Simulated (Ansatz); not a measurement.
Recipe of this trial structure of BaBeC5: random cell by space group and Wyckoff sites (R-3m, No. 166). The dimensions are guesses.

Space group R-3m:H (No. 166). a = 5.917 Å, b = 5.917 Å, c = 9.718 Å, α = 90.00°, β = 90.00°, γ = 120.00°
```tsv
atom	site	symmetry	x	y	z
Ba	3a	-3m	0.0000	0.0000	0.0000
Be	3b	-3m	0.3333	0.6667	0.1667
C	9d	.2/m	0.1667	0.3333	0.8333
C	6c	3m	0.3333	0.6667	0.3070
```

All numbers below come from DFT PBE, scalar-relativistic, plane waves, PAW in Ansatz. Cutoff 420 eV, Gaussian smearing, Γ-centred meshes. Cell and atoms relax first on a coarse mesh and then on a finer one. In between, the cell is made exact in the group found at 0.06 Å. In metals the finer mesh still leaves noise of several meV/atom or more. The steps can't lower the symmetry of their start. No spin polarisation in the relaxation; trial moments died out in a coarse test.

A guess keeps its type if space group and coordination stay and the shape of the cell changes little (axis ratios within about 15 %, angles within 6°); the volume may change.

Q: Will the relaxed cell still be of the starting type?

A: It doesn't keep its type. The symmetry stays R-3m (No. 166). The volume per atom grows by 11.1 %, from 14.0 to 15.6 Å³. The shortest distance goes from 1.36 Å (Be–C) to 1.40 Å (C–C). The ratio c/a of the conventional cell changes by a factor of 2.02. Counting neighbours within 15 % of an atom's shortest distance, the start has Ba 6, Be 2, C 1/4 and the end Ba 8, Be 6, C 2/3. In detail, at the end Ba is surrounded by 2 C at 2.78 Å and 6 C at 3.02 Å; Be is surrounded by 6 C at 2.42 Å and 6 C at 2.80 Å (long against covalent radii, as for large ions); C on a site of symmetry 2/m has 2 C at 1.40 Å, 2 Be at 2.42 Å, 4 C at 2.42 Å and 2 Ba at 3.02 Å; 1 more site not described.

```yaml
crystal:
  lattice:
    - [2.42353, 1.39923, 5.36290]
    - [-2.42353, 1.39923, 5.36290]
    - [0.00000, -2.79845, 5.36290]
  atoms:
    - { symbol: Ba, position: [0.00000, 0.00000, 0.00000] }
    - { symbol: Be, position: [0.50000, 0.50000, 0.50000] }
    - { symbol: C, position: [0.00000, 0.00000, 0.50000] }
    - { symbol: C, position: [0.50000, 0.00000, 0.00000] }
    - { symbol: C, position: [0.00000, 0.50000, 0.00000] }
    - { symbol: C, position: [0.82695, 0.82695, 0.82695] }
    - { symbol: C, position: [0.17305, 0.17305, 0.17305] }
```

The zero of energy is the elements' standard structures at the same level; no fitted shifts are applied.

Q: At what energy does it end?

A: +1.06 eV/atom. It can't be a ground state, since the elements alone are lower.

The last run used a 12×12×12 mesh for its 7-atom cell and Gaussian smearing of 0.10 eV. The reference form of C is held partly by dispersion forces, which this level lacks. A structure relaxed within its symmetry needn't be a true minimum.

In counts of neighbours, a slash parts the counts of unlike sites.
